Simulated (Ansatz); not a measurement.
C:
```yaml
crystal:
  lattice:
    - [2.60539, 0.00000, 0.00000]
    - [-1.30269, 2.25633, 0.00000]
    - [0.00000, 0.00000, 2.80034]
  atoms:
    - { symbol: C, position: [0.50000, 0.00000, 0.00000] }
    - { symbol: C, position: [0.00000, 0.50000, 0.66667] }
    - { symbol: C, position: [0.50000, 0.50000, 0.33333] }
```

Relaxed with PBE. Special points in fractions of this cell's reciprocal vectors: Γ (0.000, 0.000, 0.000); M (0.500, 0.000, 0.000); K (0.333, 0.333, 0.000); A (0.000, 0.000, 0.500); L (0.500, 0.000, 0.500); H (0.333, 0.333, 0.500).

Question: List the band energies nearest the valence-band maximum at these points for DFT-PBE in the program Ansatz with PAW potentials.

Answer: In eV from the valence-band maximum; about four levels below and three above (degenerate sets whole), none deeper than 8.9 eV; points with the same levels are listed once.

```
k                          below                above
-  -----------------------------  -------------------
Γ  -8.04 -8.04 -6.58 -1.88 -1.88       6.82 6.82 9.37
M        -6.11 -5.68 -5.50 -4.22       1.94 4.11 8.13
K              -5.09 -3.46 -3.46       4.73 5.05 5.05
A         -3.14 -3.14 -1.61 0.00  4.93 4.93 7.26 7.26
L                    -4.47 -3.38      2.73 4.01 10.15
H                    -8.04 -8.04     8.73 10.42 10.42
```

Space group P6_222. The start of the workflow was typed in or built on a structure type; neither database checked (COD, Materials Project) lists it. It is not the phase usual at ambient conditions (space group No. 194, 227). Symmetry was held in the PBE relaxation; its stability against distortions is not shown here.

Potentials: the later of the program's two PAW sets.
